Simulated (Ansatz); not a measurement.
Na$_{2}$S (anti-fluorite, Fm-3m), r²SCAN (plane waves, PAW; program Ansatz). The conduction-band minimum lies at Γ, with 1 equivalent valley. Second derivatives d²E/dk² of the lowest band at one valley (eV·Å²), along Cartesian directions:

```tsv
direction	d²E/dk²
[100]	24.63
[010]	24.63
[001]	24.63
[110]	24.63
[101]	24.63
[011]	24.63
```

**Question.** Find the principal effective masses, the density-of-states mass and the conductivity mass.

**Answer.** Off-diagonal terms follow from H_xy = H[110] − (H_xx + H_yy)/2, and m*/mₑ = 7.620 eV·Å² over each eigenvalue: 0.31, 0.31, 0.31. One valley's DOS mass (m₁m₂m₃)^(1/3) = 0.31, conductivity mass 3/(Σ 1/mᵢ) = 0.31 mₑ.

**Question.** What effective density of states Nc follows at 300 K for parabolic valleys?

**Answer.** Nc = 2.509e19 × 1 × (0.31)^(3/2) ≈ 4.3e18 cm⁻³.

Symmetry was held in the r²SCAN relaxation.

Potentials: the later of the program's two PAW sets.

Edges and masses are those of Kohn–Sham bands, whose gap is no quasiparticle gap.
